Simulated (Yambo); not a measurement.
A G0W0@PBE run in Yambo for WSe₂ (space group P6_3/mmc, No. 194) (6×6×1 Γ-centred k mesh, bands 39 to 138 and a 6 Ry block in the screening, 138 bands in G with the Bruneval-Gonze terminator, plasmon pole fitted at 27.2 eV) gives these matrix elements, in eV, at the band edges (Γ → (0.167, 0.167, 0)):

```csv
state,E0,<Vxc>,<Σx>,<Σc(E0)>,Z
valence edge,0.000,-16.129,-16.391,0.634,0.795
conduction edge,0.895,-14.619,-10.753,-3.206,0.802
```

Task: Solve the linearised quasiparticle equation for both states, give the gap, and say how exchange and correlation each act on it.

Result: E = E0 + Z(Σx + Σc − Vxc). Valence: 0.000 + 0.795 × (-16.391 + (0.634) − (-16.129)) = 0.30 eV. Conduction: 0.895 + 0.802 × (-10.753 + (-3.206) − (-14.619)) = 1.42 eV. The gap is 1.13 eV, against 0.89 eV in PBE. Replacing Vxc by bare exchange alone would open it by 4.13 eV; correlation takes back 3.84 eV of that, and Z scales what is left. Convergence of the G0W0 settings was not tested. Without spin-orbit coupling, band edges of such heavy elements can be off by tenths of an eV.

Geometry relaxed with PBE+D3(BJ); primitive cell a = 3.280 Å, b = 3.280 Å, c = 12.781 Å, α = 90.00°, β = 90.00°, γ = 120.00°.

The potentials are those of PseudoDojo's stringent table.
